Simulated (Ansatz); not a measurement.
CuIr$_{2}$S$_{4}$ (spinel, space group No. 227), DFT-PBEsol in the program Ansatz with PAW potentials, all energies at zero smearing, with the estimated change up to a 700 eV cutoff added, with one set of potentials and settings (totals compare only within such a set). Cell of 14 atoms (2 Cu, 4 Ir, 8 S): -67458.957 eV.

```json
[
 {"element": "Cu", "reference phase": "Fm-3m, 1 atoms in the cell", "E (eV/atom)": "-6588.7768"},
 {"element": "Ir", "reference phase": "Fm-3m, 1 atoms in the cell", "E (eV/atom)": "-11799.0386"},
 {"element": "S", "reference phase": "Fddd, 32 atoms in the cell", "E (eV/atom)": "-884.8920"}
]
```

Formation energy per atom, worked out: (-67458.957 − 2×(-6588.7768) − 4×(-11799.0386) − 8×(-884.8920))/14 = -0.437 eV/atom (-42 kJ per mol of atoms), at 0 K, without zero-point energy or fitted corrections.

Space group Fd-3m (spinel). The first step of the workflow began from a Materials Project structure, measured or hypothetical; the Crystallography Open Database files this formula in space group No. 227, but the cells were not matched. Its standing as an ambient phase is unchecked. The PBEsol relaxation kept the symmetry of its start; whether a distortion lowers the energy is not shown. The run is not spin-polarised. The references are the lowest solids computed at this level, not always the standard phases. Scalar-relativistic: spin–orbit coupling is off unless named, which matters more the heavier the elements.

Potentials: the later of the program's two PAW sets.
